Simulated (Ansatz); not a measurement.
CdTe:
```xyz
4
Lattice="4.6320 0.0000 0.0000 -2.3160 4.0114 0.0000 0.0000 0.0000 7.5953" Properties=species:S:1:pos:R:3 pbc="T T T"
Cd     0.0000     2.6743     0.0022
Cd     2.3160     1.3371     3.7998
Te     0.0000     2.6743     2.8461
Te     2.3160     1.3371     6.6437
```

Relaxed with r²SCAN.

### Question
Map the valence electron density (e/Å³), cut off at 1 on the plane through (0.333, 0.667, 0.000) spanned by u = [0, 0, 1] and v = [1, -1, 0] in lattice vectors, from r²SCAN (plane waves, PAW; program Ansatz).

### Answer
x is the fraction of u, y of v (the angle between them is 90°; rows are the nearest grid lines); atoms in the plane: Cd at (0.00, 0.00), Cd at (0.50, 0.33), Te at (0.37, 0.00), Te at (0.87, 0.33).
```
y \ x   0.000  0.0789  0.184  0.263  0.368  0.447  0.553  0.632  0.737  0.816  0.921   1.00
------  -----  ------  -----  -----  -----  -----  -----  -----  -----  -----  -----  -----
1.00     1.00    1.00  0.327  0.991   1.00   1.00  0.208  0.037  0.020  0.098   1.00   1.00
0.925    1.00    1.00  0.215  0.550   1.00   1.00  0.153  0.031  0.020  0.073   1.00   1.00
0.850   0.212   0.120  0.072  0.155  0.326  0.250  0.067  0.020  0.018  0.042  0.133  0.212
0.775   0.035   0.022  0.018  0.032  0.059  0.054  0.023  0.011  0.012  0.022  0.037  0.035
0.700   0.013   0.008  0.006  0.009  0.015  0.015  0.009  0.006  0.007  0.012  0.015  0.013
0.625   0.014   0.008  0.006  0.009  0.015  0.016  0.010  0.007  0.008  0.013  0.017  0.014
0.550   0.044   0.020  0.010  0.016  0.034  0.043  0.031  0.020  0.030  0.057  0.070  0.044
0.450   0.243   0.063  0.015  0.026  0.123  0.505  0.508  0.135  0.210  0.513  0.580  0.243
0.375   0.554   0.107  0.017  0.030  0.421   1.00   1.00  0.466  0.523   1.00   1.00  0.554
0.300   0.583   0.111  0.017  0.031  0.466   1.00   1.00  0.510  0.551   1.00   1.00  0.583
0.225   0.321   0.087  0.026  0.050  0.201  0.742  0.708  0.159  0.245  0.621  0.747  0.321
0.150   0.297   0.141  0.076  0.170  0.408  0.370  0.133  0.050  0.070  0.168  0.310  0.297
0.0750   1.00    1.00  0.216  0.553   1.00   1.00  0.162  0.035  0.026  0.086   1.00   1.00
0.000    1.00    1.00  0.327  0.991   1.00   1.00  0.208  0.037  0.020  0.098   1.00   1.00
```

The density is the valence pseudo-density with augmentation charge, so density and ELF within about 1 Å of a nucleus are not all-electron values.

Space group P6_3mc (wurtzite). The first step of the workflow began from a Materials Project structure, measured or hypothetical; the Crystallography Open Database copy checked does not list it. It is not the phase usual at ambient conditions (space group No. 216). The r²SCAN relaxation kept the symmetry of its start; its stability against distortions is not shown here. Spin–orbit coupling is left out wherever it is not named.

Potentials: the later of the program's two PAW sets.
